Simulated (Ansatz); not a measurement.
Total density of states per atom from LDA in the plane-wave PAW code Ansatz, in 0.25 eV bins, energy from the Fermi level:

```json
[
 {"E (eV)": "-7.85", "states/eV/atom": "3.66"},
 {"E (eV)": "-7.60", "states/eV/atom": "3.19"},
 {"E (eV)": "-7.35", "states/eV/atom": "3.47"},
 {"E (eV)": "-7.10", "states/eV/atom": "4.36"},
 {"E (eV)": "-6.85", "states/eV/atom": "4.91"},
 {"E (eV)": "-6.60", "states/eV/atom": "4.40"},
 {"E (eV)": "-6.35", "states/eV/atom": "3.63"},
 {"E (eV)": "-6.10", "states/eV/atom": "3.52"},
 {"E (eV)": "-5.85", "states/eV/atom": "4.97"},
 {"E (eV)": "-5.60", "states/eV/atom": "3.07"},
 {"E (eV)": "-5.35", "states/eV/atom": "0.28"},
 {"E (eV)": "-5.10", "states/eV/atom": "0.25"},
 {"E (eV)": "-4.85", "states/eV/atom": "0.25"},
 {"E (eV)": "-4.60", "states/eV/atom": "0.25"},
 {"E (eV)": "-4.35", "states/eV/atom": "0.25"},
 {"E (eV)": "-4.10", "states/eV/atom": "0.25"},
 {"E (eV)": "-3.85", "states/eV/atom": "0.26"},
 {"E (eV)": "-3.60", "states/eV/atom": "0.27"},
 {"E (eV)": "-3.35", "states/eV/atom": "0.27"},
 {"E (eV)": "-3.10", "states/eV/atom": "0.28"},
 {"E (eV)": "-2.85", "states/eV/atom": "0.30"},
 {"E (eV)": "-2.60", "states/eV/atom": "0.32"},
 {"E (eV)": "-2.35", "states/eV/atom": "0.31"},
 {"E (eV)": "-2.10", "states/eV/atom": "0.31"},
 {"E (eV)": "-1.85", "states/eV/atom": "0.31"},
 {"E (eV)": "-1.60", "states/eV/atom": "0.33"},
 {"E (eV)": "-1.35", "states/eV/atom": "0.33"},
 {"E (eV)": "-1.10", "states/eV/atom": "0.38"},
 {"E (eV)": "-0.85", "states/eV/atom": "0.38"},
 {"E (eV)": "-0.60", "states/eV/atom": "0.39"},
 {"E (eV)": "-0.35", "states/eV/atom": "0.43"},
 {"E (eV)": "-0.10", "states/eV/atom": "0.38"},
 {"E (eV)": "0.15", "states/eV/atom": "0.24"},
 {"E (eV)": "0.40", "states/eV/atom": "0.16"},
 {"E (eV)": "0.65", "states/eV/atom": "0.19"},
 {"E (eV)": "0.90", "states/eV/atom": "0.24"},
 {"E (eV)": "1.15", "states/eV/atom": "0.31"},
 {"E (eV)": "1.40", "states/eV/atom": "0.39"},
 {"E (eV)": "1.65", "states/eV/atom": "0.43"},
 {"E (eV)": "1.90", "states/eV/atom": "0.43"},
 {"E (eV)": "2.15", "states/eV/atom": "0.43"},
 {"E (eV)": "2.40", "states/eV/atom": "0.38"},
 {"E (eV)": "2.65", "states/eV/atom": "0.33"},
 {"E (eV)": "2.90", "states/eV/atom": "0.32"},
 {"E (eV)": "3.15", "states/eV/atom": "0.35"},
 {"E (eV)": "3.40", "states/eV/atom": "0.39"},
 {"E (eV)": "3.65", "states/eV/atom": "0.43"},
 {"E (eV)": "3.90", "states/eV/atom": "0.43"},
 {"E (eV)": "4.15", "states/eV/atom": "0.38"},
 {"E (eV)": "4.40", "states/eV/atom": "0.40"},
 {"E (eV)": "4.65", "states/eV/atom": "0.45"}
]
```

Problem. Which of these materials gives this?
A. Gd, hcp (Mg type)
B. Tb, hcp (Mg type)
C. Hg, hcp (Mg type)
D. Ru, hcp (Mg type)

Solution. C, Hg, hcp (Mg type). Within 0.5 eV of the Fermi level: Hg 6s 68 %, Hg 5d 5 %, outside the projected shells 27 %. Projections are on Löwdin-orthogonalised atomic valence shells; empty p or d shells of many metals are not among them.

Space group P6_3/mmc (hcp (Mg type)). The workflow started from a Materials Project entry (that database holds measured and hypothetical structures alike); the Crystallography Open Database copy checked does not list it. It is not the usual solid phase (space group No. 166). The LDA relaxation kept the symmetry of its start; whether a distortion lowers the energy is not shown. The substance is a gas or liquid at ambient conditions. Spin–orbit coupling is left out wherever it is not named.

Potentials: the later of the program's two PAW sets.
